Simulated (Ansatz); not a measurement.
Relaxed GaAs (zinc blende):

```
GaAs
1.0
    0.00000     5.74558     5.74558
    2.87279     0.00000     2.87279
    2.87279     2.87279     0.00000
As Ga
2 2
Direct
  0.37500   0.75000   0.75000
  0.87500   0.75000   0.75000
  0.00000   0.00000   0.00000
  0.50000   0.00000   0.00000
```

A phonon eigenvector at L = (0.5, 0.0, 0.0) is frozen into this cell: atom i moves by Q times the vector below, so Q is the largest atomic displacement, in Å. The cell is held. It is one choice among 2 degenerate patterns. (q is in reciprocal vectors of the primitive cell; the cell shown is doubled to hold the pattern.)

```
atom       x       y       z
----  ------  ------  ------
As1   -0.267   0.486  -0.753
As2    0.267  -0.486   0.753
Ga3    0.285  -0.520   0.805
Ga4   -0.285   0.520  -0.805
```

Level of theory: PBE (plane waves to 420 eV, PAW, scalar-relativistic; Ansatz, an electronic-structure program). k mesh 5×10×10 (Γ-centred), Fermi-Dirac smearing 0.05 eV. GaAs was relaxed with its symmetry unable to fall.

At one point of the scan the forces (eV/Å) are:

| atom | Fx | Fy | Fz |
|---|---|---|---|
| As1 | 0.062 | -0.087 | 0.068 |
| As2 | -0.003 | 0.031 | -0.115 |
| Ga3 | -0.062 | 0.086 | -0.067 |
| Ga4 | 0.002 | -0.031 | 0.113 |

Problem. Which point is it?
A. Q = 0.120 Å
B. Q = 0.180 Å
C. Q = 0.030 Å

Solution. A, Q = 0.120 Å

(For displaced atoms, the force is minus the slope of the energy, and its curvature is a force constant, which sets phonon frequencies.)
